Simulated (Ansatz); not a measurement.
Ge in the diamond structure, relaxed with r2SCAN. The symmetry is Fd-3m (No. 227, cubic); conventional cell a = 5.674 Å, 22.83 Å³ an atom. Ge is surrounded by 4 Ge at 2.46 Å.

```cif
data_structure
_symmetry_space_group_name_H-M 'P 1'
_symmetry_Int_Tables_number 1
_cell_length_a 4.0119
_cell_length_b 4.0119
_cell_length_c 4.0119
_cell_angle_alpha 60.000
_cell_angle_beta 60.000
_cell_angle_gamma 60.000
_cell_volume 45.66
loop_
_atom_site_label
_atom_site_type_symbol
_atom_site_fract_x
_atom_site_fract_y
_atom_site_fract_z
_atom_site_occupancy
Ge1 Ge 0.00000 0.00000 0.00000 1
Ge2 Ge 0.25000 0.25000 0.25000 1
```

3 runs of Ansatz 0.2.0 on this cell differ in the functional (and in the settings that go with it). Levels are in eV from each run's valence top; v1 is the last filled band, c1 the first empty one.

Run A, mean stress +0.4 GPa (compression positive):

| point | v2 | v1 | c1 | c2 |
| --- | --- | --- | --- | --- |
| Γ | 0.00 | 0.00 | 0.78 | 3.20 |
| X | -3.33 | -3.33 | 1.27 | 1.27 |
| U | -4.67 | -2.84 | 1.71 | 4.83 |
| L | -1.51 | -1.51 | 0.78 | 4.44 |

Run B, mean stress +3.0 GPa (compression positive):

| point | v2 | v1 | c1 | c2 |
| --- | --- | --- | --- | --- |
| Γ | 0.00 | 0.00 | 0.00 | 2.54 |
| X | -3.04 | -3.04 | 0.76 | 0.76 |
| U | -4.29 | -2.61 | 1.16 | 4.07 |
| L | -1.39 | -1.39 | 0.16 | 3.74 |

Run C, mean stress 0.0 GPa (compression positive):

| point | v2 | v1 | c1 | c2 |
| --- | --- | --- | --- | --- |
| Γ | 0.00 | 0.00 | 0.36 | 2.72 |
| X | -3.19 | -3.19 | 0.99 | 0.99 |
| U | -4.45 | -2.74 | 1.41 | 4.41 |
| L | -1.47 | -1.47 | 0.44 | 4.00 |

Q: Match the runs to PBE, r2SCAN, HSE06.

A: A is HSE06, B is PBE, C is r2SCAN. In order of the gap: PBE 0, r2SCAN 0.36, HSE06 0.78 eV. The stress vanishes for r2SCAN, which relaxed the cell.

Spin-unpolarised throughout; all numbers are computed.

Spin-orbit coupling is left out.

The program warns that its thresholds are loose for a hybrid's stress.

The meshes of the hybrids are coarse, so their gaps aren't converged to the digits shown.
